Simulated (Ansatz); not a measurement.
Given:

YTl$_{3}$:
Space group Pm-3m (No. 221); a = b = c = 4.6774 Å, α = β = γ = 90.00°

| atom | site | symmetry | x | y | z |
|---|---|---|---|---|---|
| Tl | 3c | 4/mm.m | 0.0000 | 0.5000 | 0.5000 |
| Y | 1a | m-3m | 0.0000 | 0.0000 | 0.0000 |

This is the PBEsol-relaxed structure.

All from the program Ansatz at the PBEsol level (PAW), unless another level is named. Estimate the Young's modulus.

56.7 GPa.

And the elastic constants (relaxed ions, GPa)?

C11 = 78.9, C12 = 46.0, C44 = 25.3.

The workflow started from an entry of the Crystallography Open Database (COD). Its standing as an ambient phase is unchecked. The PBEsol relaxation kept the symmetry of its start; its stability against distortions is not shown here. The run is not spin-polarised. As this level gives no gap, shear constants depend on the k-mesh and smearing (Fermi–Dirac, 0.1 eV here). Spin–orbit coupling is left out wherever it is not named.

Potentials: the later of the program's two PAW sets.
